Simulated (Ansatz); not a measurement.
## BaSr3Ti4O12: 17O NMR of the central transition

Cell: a computed structure from the Materials Project (it need not be an observed phase), atoms as given.

Space group P4/mmm (No. 123); a = 3.9684, c = 15.8764 Å.

```csv
site,Wyckoff,site symmetry,x,y,z
Ba,1a,4/mmm,0.0000,0.0000,0.0000
Sr2,2g,4mm,0.0000,0.0000,0.2509
Sr3,1b,4/mmm,0.0000,0.0000,0.5000
Ti5,2h,4mm,0.5000,0.5000,0.1282
Ti6,2h,4mm,0.5000,0.5000,0.3754
O9,4i,2mm.,0.0000,0.5000,0.1297
O10,4i,2mm.,0.0000,0.5000,0.3752
O13,1c,4/mmm,0.5000,0.5000,0.0000
O14,2h,4mm,0.5000,0.5000,0.2514
O15,1d,4/mmm,0.5000,0.5000,0.5000
```

One atom of each set is listed.

All values are calculated (Ansatz; DFT, PBE, plane waves and PAW (field gradients read without the response of the frozen cores, which leaves them typically 4 to 6 % off), scalar-relativistic, 420 eV cutoff, Γ-centred 6×6×2 k-points, Fermi–Dirac smearing 0.02 eV), not measured.

17O has I = 5/2 and Q = -25.58 mb (Pyykkö 2018); at 7.05 T its Larmor frequency is ν₀ = 40.7 MHz. Only the quadrupole interaction is simulated: positions count from each site's isotropic chemical shift, and J coupling is left out, as are shift anisotropy and dipolar coupling, which fast spinning averages.

**Question.** Give C_Q, η, the quadrupolar product P_Q = |C_Q|(1 + η²/3)^½, the second-order isotropic shift and the breadth of the pattern (fast magic-angle spinning) for each O site.

**Answer.** 

| site | first shell | C_Q (MHz) | η | P_Q (MHz) | δ_QIS (ppm) | breadth (kHz) |
| --- | --- | --- | --- | --- | --- | --- |
| O9 | 2 Ti at 1.98 Å, angle 179°; also 2 Sr at 2.76 Å, 2 Ba at 2.86 Å | -1.28 | 0.06 | 1.29 | -5.98 | 0.531 |
| O10 | 2 Ti at 1.98 Å, angle 180°; also 4 Sr at 2.80 Å | -1.16 | 0.06 | 1.16 | -4.85 | 0.431 |
| O13 | 2 Ti at 2.03 Å, angle 180°; also 4 Ba at 2.81 Å | -1.63 | 0.00 | 1.63 | -9.64 | 0.840 |
| O14 | 2 Ti at 1.96–1.97 Å, angle 180°; also 4 Sr at 2.81 Å | -1.18 | 0.00 | 1.18 | -5.00 | 0.436 |
| O15 | 2 Ti at 1.98 Å, angle 180°; also 4 Sr at 2.81 Å | -1.03 | 0.00 | 1.03 | -3.85 | 0.336 |

δ_QIS = −(ν_Q²/30ν₀²)[I(I+1) − 3/4](1 + η²/3) × 10⁶ ppm with ν_Q = 3|C_Q|/[2I(2I−1)]; it falls as 1/B₀² in ppm, and the breadth as 1/B₀ in kHz.

An axis of threefold or higher order runs through O13, O14 and O15, so V_zz lies along it and η is zero. At O9 and O10 V_zz points along the line of its two bonds (within 1°) in each case.
